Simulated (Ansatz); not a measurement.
What settings do to one calculation: (0001) superlattice of 6 and 2 atomic planes of wurtzite GaAs and InAs, in-plane a of InAs, 8 atoms

Ansatz (PAW, plane waves), atoms fixed. The base input:

```yaml
crystal:
  lattice:
    - [4.295993, 0.000000, 0.000000]
    - [-2.147997, 3.720440, 0.000000]
    - [0.000000, 0.000000, 12.824831]
  atoms:
    - { symbol: Ga, position: [0.331886, 0.670819, 0.003498] }
    - { symbol: Ga, position: [0.327917, 0.655695, 0.482400] }
    - { symbol: Ga, position: [0.663583, 0.329807, 0.240531] }
    - { symbol: In, position: [0.668411, 0.334960, 0.728701] }
    - { symbol: As, position: [0.338629, 0.671116, 0.181397] }
    - { symbol: As, position: [0.330094, 0.653220, 0.665126] }
    - { symbol: As, position: [0.665698, 0.332033, 0.423158] }
    - { symbol: As, position: [0.662123, 0.333861, 0.932007] }
kpoints:
  mp_grid: { grid: [4, 4, 1] }
hamiltonian:
  xc: pbesol
scf:
  occupations: { method: fermi_dirac, width: 0.01 }
output:
  forces: true
  eigenvalues: true
  stress: true
  populations: true
```

Command:

```sh
ansatz run in.yaml --threads 7 --pin off --max-ram 13300MiB --runs-dir r --events-out ev --progress --plain
```

It converged in 9 iterations and 2 s of wall time on 7 threads of a Neoverse-V2 processor, on a host shared with other runs; peak host memory 0.94 GiB; largest force component 2.15 eV/Å, pressure -1.40 GPa. The cutoff was the default, 420 eV. The base isn't a converged reference: it has few k points, and its atoms are unrelaxed. Each run below changes the keys shown and caps the iterations.

| run | changed | ending | iterations | free energy less the base (meV per atom) | rms change of forces (eV/Å) | change of pressure (GPa) | wall time (s, shared host) |
| --- | --- | --- | --- | --- | --- | --- | --- |
| 1 | initial_magnetization 4, max_iter 80, total_charge 2 | converged | 24 | other zero | 0.508 | 1.30 | 6.7 CPU |
| 2 | max_iter 50, k points a 1×1×2 mesh centred on Γ, total_charge 1 | converged | 30 | other zero | 1.124 | 26.60 | 1.3 CPU |
| 3 | dispersion d3bj, max_iter 70 | converged | 9 | other zero | 0.003 | -1.77 | 1.5 CPU |
| 4 | width 0.5 eV, ecutrho_ratio 1, max_iter 80 | converged | 8 | -896.3 | 0.635 | 18.26 | 1.8 CPU |
| 5 | mixing beta 0.03, max_iter 80, total_charge 6 | converged | 26 | other zero | 0.285 | 7.72 | 3.2 CPU |
| 6 | dispersion d4, ecutwfc 650 eV, max_iter 70, k points a 2×2×2 mesh centred on Γ | converged | 10 | other zero | 0.207 | 1.70 | 1.7 CPU |
| 7 | initial_magnetization 1, width 0.5 eV, max_iter 60 | converged | 17 | -84.5 | 0.075 | 0.63 | 5.4 CPU |
| 8 | max_iter 2 | not converged | – | – | – | – | – |
| 9 | ecutwfc 550 eV, dr2_threshold 0.001, max_iter 50, k points a 2×2×2 mesh shifted by half a step | converged | 6 | -127.0 | 0.173 | -1.38 | 1.2 CPU |
| 10 | dispersion rvv10, xc revpbe, max_iter 50 | refused | – | – | – | – | – |

«Other zero»: another functional, charge or dispersion term moves the zero of energy, so the difference says nothing of accuracy.

Question: Which changes leave the result alone, and which of the same physical model moves the forces most?

Answer: None leaves the forces within 0.002 eV/Å. Run 4 (width 0.5 eV, ecutrho_ratio 1, max_iter 80) moves them most among the runs with the same functional, charge and dispersion term, by 0.635 eV/Å.

Question: Why did some runs give no result?

Answer: - run 8: did not converge after 2 iterations: dr2 = 2.23e-2 (threshold 1.00e-7), under the density mixer `msr1`, which `scf.mixing.algorithm: auto` chose by the deck's other keys (type `scf.mixing.algorithm: msr1` to keep it);
- run 10: inconsistent input (hamiltonian.dispersion, hamiltonian.xc): `dispersion: rvv10` has no transferable b for PBE exchange — Sabatini et al. (2013) fitted b=6.3 to rPW86, and the PBE refits of Peng & Perdew (2017) are task-dependent (b=6.6 S22 / b=10.0 layered). …
